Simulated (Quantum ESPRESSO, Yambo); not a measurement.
Quasiparticle gap of Na2CO3

Space group C2/m (No. 12); a = 8.7848 Å, b = 5.2644 Å, c = 5.9217 Å, α = 90.00°, β = 103.20°, γ = 90.00°

```
atom  site  symmetry       x       y       z
----  ----  --------  ------  ------  ------
C       4i         m  0.1640  0.5000  0.2493
O       4i         m  0.2882  0.5000  0.1674
O       8j         1  0.1015  0.2881  0.2918
Na      4i         m  0.3309  0.0000  0.2592
Na      2a       2/m  0.0000  0.0000  0.0000
Na      2c       2/m  0.5000  0.5000  0.5000
```
(The calculation used a cell of 12 atoms; values per cell refer to that cell.)

The geometry is that of Materials Project entry mp-3070, symmetrised and not relaxed again.

Starting point: LDA (pw.x of Quantum ESPRESSO, ONCV potentials, no spin-orbit coupling). G0W0 in Yambo: 2×2×2 Γ-centred k mesh, bands 5 to 208 and a 7 Ry block in the screening, 208 bands in G with the Bruneval-Gonze terminator, plasmon pole fitted at 27.2 eV.

```
Property                                                    Result
---------------------------------------------------------  -------
LDA gap along the band path                                3.96 eV
LDA gap between the mesh's edge points ((0, 0, -0.5) → Γ)  3.96 eV
G0W0 gap between the same points                           7.24 eV
LDA smallest direct gap on the mesh (at Γ)                 4.01 eV
G0W0 direct gap at that point                              7.29 eV
```

| k point | band | E LDA (eV) | E QP (eV) | shift (eV) | Z |
|---|---|---|---|---|---|
| Γ | VB | -0.05 | -1.77 | -1.72 | 0.82 |
| Γ | CB | 3.96 | 5.52 | 1.56 | 0.88 |
| (0, 0, -0.5) | VB | 0.00 | -1.71 | -1.71 | 0.82 |
| (0, 0, -0.5) | CB | 4.81 | 6.93 | 2.12 | 0.85 |
| (0, -0.5, 0) | VB | -0.37 | -2.14 | -1.77 | 0.82 |
| (0, -0.5, 0) | CB | 5.39 | 7.75 | 2.35 | 0.83 |
| (0, -0.5, -0.5) | VB | -0.40 | -2.16 | -1.77 | 0.82 |
| (0, -0.5, -0.5) | CB | 5.37 | 7.73 | 2.36 | 0.83 |
| (-0.5, -0.5, 0) | VB | -0.32 | -2.09 | -1.77 | 0.82 |
| (-0.5, -0.5, 0) | CB | 4.87 | 7.13 | 2.26 | 0.84 |
| (-0.5, -0.5, -0.5) | VB | -0.27 | -2.02 | -1.75 | 0.82 |
| (-0.5, -0.5, -0.5) | CB | 4.91 | 7.18 | 2.27 | 0.84 |

Energies count from the LDA valence-band maximum.

Nearest settings tried, and what they do to the gap: 140 bands in W, 140 bands in G: +60 meV; 6 Ry block (227 vectors against 281): -31 meV. Not varied: mesh. So the settings aren't converged at that level. The k mesh is coarse.
